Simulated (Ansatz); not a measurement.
## Ansatz 0.2.0, settings compared: TlNi$_{2}$S$_{2}$

The command:

```bash
ansatz run input.yaml --threads 1 --pin off --max-ram 2560MiB --backend cpu --events-out ev --progress --plain --runs-dir out
```

input.yaml:

```yaml
crystal:
  lattice:
    - [0.0, 3.804447, 0.0]
    - [3.804447, 0.0, 0.0]
    - [1.902223, 1.902223, -6.405958]
  atoms:
    - { symbol: Ni, position: [0.75, 0.25, 0.5] }
    - { symbol: Ni, position: [0.25, 0.75, 0.5] }
    - { symbol: S, position: [0.36, 0.36, 0.28] }
    - { symbol: S, position: [0.64, 0.64, 0.72] }
    - { symbol: Tl, position: [0.0, 0.0, 0.0] }
  symmetry: { tolerance: 0.0003 }
kpoints:
  mp_grid: { grid: [5, 5, 5], shift: [0, 0, 0] }
magnetization:
  spin_polarized: false
scf:
  occupations: { method: tetrahedron }
hamiltonian:
  pseudopotentials: { kind: paw }
  xc: r2scan
basis:
  ecutwfc: 500
output:
  forces: true
  stress: true
  eigenvalues: true
```

Origin of the cell: a database entry, scaled a little.

Output of this run (shortened):

```
Warning: output.forces, output.stress, relax.cell or npt_langevin: where a Kohn–Sham band that disperses or a degenerate level is filled in part under the method tetrahedron, the forces or th […]
band count auto-derived: 38 (N_el = 61.0; filled up to band 31; 37 by the electrons, moments and atoms)
Pseudopotentials: kind: paw
Pseudopotential: Ni, paw, valence charge 18, recommended cutoff 500 eV (meta_gga), Ni.paw.azcp
Pseudopotential: S, paw, valence charge 6, recommended cutoff 500 eV (meta_gga), S.paw.azcp
Pseudopotential: Tl, paw, valence charge 13, recommended cutoff 500 eV (meta_gga), Tl.paw.azcp
Functional definition: r2SCAN
  exchange = r2scan_x(k0 = k0, k1 = k1, a1 = a1)
  correlation = r2scan_c
Crystal: 5 atoms, lattice volume = 92.719 Å³
Basis set: ecut = 500 eV, 2315 PW (Γ), exchange–correlation on 120×120×216 points (64 copies of the dense FFT grid, shifted against one another)
[… 13 lines left out …]
Initial density: superposition of atomic densities (neutral atoms: chi_scale 0, normalization atom), corrected by the library's trained network
Functional: x = r2scan, c = r2scan; τ floored in thin density (d = 2e-4 eV/Å³)
SCF iter   1: F=—  HF=-24962.135969 eV  Δρ=2.70e-2  dr2=5.73e-1  dr2_τ=8.26e-2
SCF iter   2: F=—  HF=-24962.264685 eV  Δρ=2.42e-2  dr2=3.79e-1  dr2_τ=6.71e-3  defer=23
SCF iter   3: F=—  HF=-24962.213843 eV  Δρ=7.35e-3  dr2=3.79e-2  dr2_τ=2.44e-4  defer=23
SCF iter   4: F=—  HF=-24962.208220 eV  Δρ=1.65e-3  dr2=1.62e-3  dr2_τ=1.40e-4  defer=22
SCF iter   5: F=—  HF=-24962.208558 eV  Δρ=8.00e-4  dr2=5.68e-4  dr2_τ=1.11e-5  defer=22
SCF iter   6: F=—  HF=-24962.208691 eV  Δρ=1.84e-4  dr2=4.00e-5  dr2_τ=1.34e-6  defer=22
SCF iter   7: F=—  HF=-24962.208719 eV  Δρ=2.17e-4  dr2=2.91e-5  dr2_τ=1.36e-7  defer=22
SCF iter   8: F=—  HF=-24962.208703 eV  Δρ=4.84e-5  dr2=2.07e-6  dr2_τ=1.17e-8  defer=22
SCF iter   9: F=—  HF=-24962.208704 eV  Δρ=2.72e-5  dr2=6.70e-7  dr2_τ=3.51e-9  defer=22
SCF iter  10: F=-24962.208705 eV  HF=-24962.208705 eV  Δρ=5.21e-6  dr2=3.68e-8  dr2_τ=1.91e-10
SCF 1 converged in 10 iterations: F = -24962.208705 eV  dr2 = 3.68e-8
SCF converged after 10 iterations
Stability not checked: this state was not tested for a lower state beside it, because cold or Methfessel-Paxton smearing, or corrected tetrahedra, fill the levels in a way that the test cannot read (fill_not_monotonic; […]
Free energy (F): -24962.208705 eV
Harris-Foulkes:  -24962.208705 eV  (|F-HF|=3.15e-8)
Internal energy: -24962.204237 eV  (E = F + TS)
E sigma→0 (E₀):  -24962.208705 eV
Entropy (-TS):   -0.004469 eV (-0.894 meV/atom)
Fermi energy:    10.076082 eV
--- Per-component energies (eV) ---
  E_band       = -857.481671
  E_kinetic    = 1107.498204
  E_local      = -12005.874570  (includes V_loc(G=0)·N_el)
  E_nonlocal   = 1672.139741
  E_hartree    = 5168.613854
  E_xc         = -556.015915
  E_vxc        = -573.065364  (∫ρ·V_xc dr)
  E_paw        = -14710.531380  (= ΣΔE_a)
  E_vpaw       = -1432.647808  (= ΣTr[D̂ρ^β])
  E_aug_tail   = 0.000496  (compensation charges beyond the density's cutoff)
  E_vtau       = 37.217249  (kinetic-family band-sum trace: ∫τ·v_τ [+ j·A + Jᵃ·Aᵃ] dr)
  E_ewald      = -5638.254757
  E_core_change = 0.220090  (= ΣΔE_core)
  E_smearing   = -0.004469  (= −TS)
  Σ components = -24962.208705   (vs F -24962.208705, Δ=0.00e0)
--- Forces (eV/Å), atoms counted from 1 ---
  atom   1  Ni    -0.000000     0.000000     0.000000
  atom   2  Ni     0.000000    -0.000000    -0.000000
  atom   3  S     -0.000000    -0.000000    -2.098558
  atom   4  S      0.000000     0.000000     2.098558
  atom   5  Tl     0.000000    -0.000000     0.000000
  max |Σ_I F_I| component: 4.44e-16 eV/Å
--- Stress (GPa, compression-positive) ---
       -7.180936       0.000000      -0.000000
        0.000000      -7.180936      -0.000000
       -0.000000      -0.000000      -7.433846
  P = ⅓ Tr σ = -7.2652 GPa (-72.652 kbar)
```

The same input was run again with these changes:

1. `scf.initial_density.chi_scale` default → 0.1; `hamiltonian.hubbard` default → { sites: [{ species: Ni, l: d, u_eff: 5.0 }], double_counting: amf }; `hamiltonian.xc` r2scan → pbesol
2. `basis.ecutwfc` 500 → "44.1 Ry"
3. `hamiltonian.dispersion` default → d4

```
 run        end  SCF iterations  P (GPa)  max force component (eV/Å)  moment (μB)  ΔE(σ→0) (meV/atom)
base  converged              10    -7.27                       2.099            –                   0
   1  converged              12    -9.68                       2.033            –                   –
   2  converged              10    -7.26                       2.099            –               -1.14
   3  converged              10    -8.24                       2.098            –                   –
```

Energies are compared only where functional, datasets, charge and starting cell are the same.

Caveats of the base run: forces and stress under tetrahedra may miss the slope of the energy; no spin polarisation, so a magnetic state may lie lower; no spin-orbit coupling, though heavy elements are present; the database entry stands far from equilibrium and may be faulty; the k mesh is coarse if the cell is a metal.

The base run ran for 13 s on 1 thread of Arm Neoverse V2, with other jobs on the host, peak memory 0.65 GiB, from the program's own first density.
